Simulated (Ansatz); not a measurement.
TeO2 in space group P4_32_12 (No. 96; Te on 4a, O on 8b) under volume change, plane-wave PAW LDA (Ansatz code), shape and atoms relaxed at each volume.

```csv
V (Å³/atom),E − E(relaxed) (meV/atom),P (GPa)
12.574,25.7,7.52
12.989,10.4,4.42
13.404,2.4,1.90
13.818,0.0,0.00
14.233,2.1,-1.52
14.647,7.6,-2.68
15.062,15.7,-3.57
```

Problem. What does a third-order Birch–Murnaghan fit give for V₀, B₀ and B′?

Solution. V₀ = 13.82 Å³/atom, B₀ = 57.0 GPa, B′ = 7.3.

The first step of the workflow began from a Materials Project structure, measured or hypothetical; the Crystallography Open Database copy checked does not list it. COD files the formula under space group No. 19, 61, 92, 136. Its standing as an ambient phase is unchecked. Symmetry was held in the LDA relaxation; its stability against distortions is not shown here. Scalar-relativistic: spin–orbit coupling is off unless named, which matters more the heavier the elements.

Potentials: the later of the program's two PAW sets.
